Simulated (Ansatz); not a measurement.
LiTaO3:
```xyz
5
Lattice="3.9196 0.0000 0.0000 0.0000 3.9196 0.0000 0.0000 0.0000 3.9992" Properties=species:S:1:pos:R:3 pbc="T T T"
Ta     1.9598     1.9598     1.6341
Li     0.0000     0.0000     0.6024
O      1.9598     1.9598     3.4653
O      1.9598     0.0000     1.3602
O      0.0000     1.9598     1.3602
```

This is the PBEsol-relaxed structure. x, y and z are the axes in which the lattice vectors are written.

Problem. All from PBEsol in the plane-wave PAW code Ansatz, unless another level is named. Give the Debye temperature from the elastic constants.

Solution. 500 K.

Problem. And the highest zone-centre frequency (without LO–TO term)?

Solution. 692 cm⁻¹.

Problem. Next, the elastic constants (relaxed ions, GPa)?

Solution. C11 = 353, C12 = 45.2, C13 = 98.9, C33 = 240, C44 = 46.4, C66 = 98.1.

Problem. Next, the piezoelectric stress constants (proper, relaxed ions, C/m²)?

Solution. e15 = e24 = 1.29, e31 = e32 = 0.05, e33 = 3.59.

Space group P4mm. The start of the workflow was typed in or built on a structure type; neither database checked (COD, Materials Project) lists it. It is not the phase usual at ambient conditions (space group No. 161). The cell was relaxed with PBEsol under the symmetry of its start; whether a distortion lowers the energy is not shown. The run is not spin-polarised. Signs of piezoelectric constants follow the polarity of the cell as given. Scalar-relativistic: spin–orbit coupling is off unless named, which matters more the heavier the elements.

Potentials: the earlier of the program's two PAW sets. The files were generated under PBE; for other functionals the program regenerates the frozen cores, and for LDA and PBEsol the local potential too.
